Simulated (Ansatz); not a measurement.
Polymorphs of LiTaO3, each relaxed with LDA in the plane-wave PAW code Ansatz:

A: R3c
a = 5.0733 Å, b = 5.0733 Å, c = 13.6595 Å, α = 90.00°, β = 90.00°, γ = 120.00°

```csv
atom,site,symmetry,x,y,z
Li,6a,3.,0.0000,0.0000,0.2955
Ta,6a,3.,0.0000,0.0000,0.0112
O,18b,1,0.0439,0.3451,0.0812
```

B: P4/mbm
a = b = 5.3179 Å, c = 3.8872 Å, α = β = γ = 90.00°

```
atom  site  symmetry       x       y       z
----  ----  --------  ------  ------  ------
Li      2c      m.mm  0.0000  0.5000  0.5000
Ta      2a     4/m..  0.0000  0.0000  0.0000
O       2b     4/m..  0.5000  0.5000  0.5000
O       4g      m.2m  0.1745  0.3255  0.0000
```

### Question
Order them by energy per atom at 0 K (lowest first) at the level LDA.

### Answer
A (+0 meV/atom), B (+107 meV/atom)

### Question
Give each one's gap.

### Answer
A 3.82 eV; B 2.40 eV.

Not the usual ambient phase: B. Unstable at this level: B. All cells were relaxed under the symmetry of their starts (and spin orders); stability against distortions was not tested throughout. Rows with no word on spin ran without spin polarisation. Spin–orbit coupling is left out wherever it is not named.

Energies hold the estimated change up to a 700 eV cutoff; steps of a few meV lie near the error of the meshes.

Potentials: the later of the program's two PAW sets.
